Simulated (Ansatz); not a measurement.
CuI:
```xyz
2
Lattice="0.0000 3.0395 3.0395 3.0395 0.0000 3.0395 3.0395 3.0395 0.0000" Properties=species:S:1:pos:R:3 pbc="T T T"
Cu     4.5592     4.5592     4.5592
I      0.0000     0.0000     0.0000
```

Relaxed with PBE. Special points in fractions of this cell's reciprocal vectors: Γ (0.000, 0.000, 0.000); X (0.500, 0.000, 0.500); U (0.625, 0.250, 0.625); K (0.375, 0.375, 0.750); L (0.500, 0.500, 0.500); W (0.500, 0.250, 0.750).

Problem. List the band energies nearest the valence-band maximum at these points for plane-wave PAW PBE (Ansatz code).

Solution. In eV from the valence-band maximum; about four levels below and three above (degenerate sets whole), none deeper than 8.9 eV; points with the same levels are listed once.

```csv
k,below,above
Γ,-1.82 -1.82 0.00 0.00 0.00,1.10 4.88 4.88 4.88
X,-1.76 -1.73 -1.47 -1.47,2.73 2.90 9.12
U,-1.79 -1.68 -1.48 -1.22,3.10 4.60 7.52
L,-1.79 -1.79 -1.74 -0.70 -0.70,2.13 5.42 5.42
W,-1.86 -1.73 -1.57 -1.23,4.46 4.65 6.00
```

Space group F-43m (zinc blende). Symmetry was held in the PBE relaxation; phonons on a q-mesh show no instability. No spin polarisation was allowed. Spin–orbit coupling is left out wherever it is not named.

Potentials: the later of the program's two PAW sets.
